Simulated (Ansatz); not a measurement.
A trial cell of MgO was relaxed with r2SCAN (plane waves to 500 eV, PAW, scalar-relativistic; Ansatz, an electronic-structure program).

Before: Pbcm (No. 57), oP8; a = 5.0167 Å, b = 4.5172 Å, c = 4.2657 Å, α = 90.00°, β = 90.00°, γ = 90.00°.

After relaxation:

Simulated powder pattern, Fe Kα, λ = 1.93735 Å (kinematic, ideal powder, no thermal factors, no anomalous dispersion; the 24 strongest lines at most, above 1 %, up to 2θ = 90°):

```json
[
 {"2θ (°)": "47.04", "I/Imax (%)": "11"},
 {"2θ (°)": "54.88", "I/Imax (%)": "100"},
 {"2θ (°)": "81.33", "I/Imax (%)": "58"}
]
```

### Question
Identify the relaxed structure from its pattern: crystal system, space group and cell.

### Answer
Cubic, Fm-3m (No. 225), cF8, rock salt type; a = b = c = 4.2044 Å, α = β = γ = 90.00°. Sites: Mg 4a (0.000, 0.000, 0.000); O 4b (0.500, 0.500, 0.500).

### Question
Index the strongest lines.

### Answer
47.04° (111), 54.88° (200), 81.33° (220).

No spin polarisation in the result.

The run could not lose the symmetry of its start; a randomly shaken copy of 4 atoms returns to this structure.
